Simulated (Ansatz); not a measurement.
Calculated quadrupolar parameters for GePt

The cell is a computed structure from the Materials Project (it need not be an observed phase), atoms as given.

Space group Pnma (No. 62); a = 5.7560, b = 3.7300, c = 6.1116 Å.

```
site  Wyckoff  site symmetry       x       y       z
  Ge       4c            .m.  0.8139  0.7500  0.5880
  Pt       4c            .m.  0.0019  0.7500  0.1927
```

One atom of each set is listed.

All values are calculated (Ansatz; DFT, PBE, plane waves and PAW, with spin–orbit coupling, 420 eV cutoff, Γ-centred 6×9×6 k-points, Fermi–Dirac smearing 0.05 eV), not measured.

C_Q = eQV_zz/h, which is 24.18 MHz for Q = 1 b and V_zz = 10²¹ V/m²; η = (V_xx − V_yy)/V_zz.

73Ge: I = 9/2, Q = -196.0 mb. Q values from Pyykkö, Mol. Phys. 116, 1328 (2018).

| site | atoms | first shell | V_xx, V_yy, V_zz (10²¹ V/m²) | η | C_Q (MHz) |
| --- | --- | --- | --- | --- | --- |
| Ge | 4 | 6 Pt at 2.48–2.68 Å, 2 Ge at 3.04 Å | 0.13, 7.00, -7.13 | 0.96 | 33.8 |
| Pt | 4 | 6 Ge at 2.48–2.68 Å, 4 Pt at 2.96–3.00 Å | -1.92, -2.64, 4.56 | 0.16 | – |

Pt has no stable isotope with a ground-state quadrupole moment in the table, so no C_Q is given.

At this cell the principal stresses reach 5 GPa in size with PBE, which can matter for small gradients. With no gap above 0.1 eV, as in a metal, the gradients converge slowly in k; expect changes of a tenth or more on a denser mesh. Where η is near 1 the sign of V_zz means little.
